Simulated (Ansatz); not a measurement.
A surface is cut from this relaxed crystal of Ag:

```
Ag
1.0
     2.86706    0.00000    0.00000
    -1.43353    2.48295    0.00000
     0.00000    0.00000    4.69071
Ag
2
Direct
  0.33333 0.66667 0.25000
  0.66667 0.33333 0.75000
```

Miller indices refer to the conventional cell of P6_3/mmc (No. 194), a = 2.867 Å, b = 2.867 Å, c = 4.691 Å, α = 90.00°, β = 90.00°, γ = 120.00°.

The (001) slab of 5 planes, 9.4 Å thick with 15 Å of vacuum as cut; outer planes Ag (top) and Ag (bottom).

Level of theory: DFT PBEsol, scalar-relativistic, plane waves, PAW in Ansatz 0.2.0. Settings: cutoff 420 eV, Γ-centred mesh 12×12×1 on the computed 5-atom cell, Gaussian smearing of 0.10 eV; no spin polarisation. The cell repeats along c with a dipole correction in the vacuum.

Results for the relaxed slab:

- Surface energy (mean of both faces): 1.03 J/m²
- Work function: 4.59 eV

Relaxation lowers the energy by 0.001 J/m² a face; the largest move is 0.016 Å.

```tsv
plane (bottom to top)	atoms	spacing to next, bulk (Å)	relaxed (Å)	change (%)
1	Ag	2.345	2.348	+0.1
2	Ag	2.345	2.329	-0.7
3	Ag	2.345	2.329	-0.7
4	Ag	2.345	2.348	+0.1
5	Ag
```

The reference crystal is a form of Ag, which isn't its usual structure.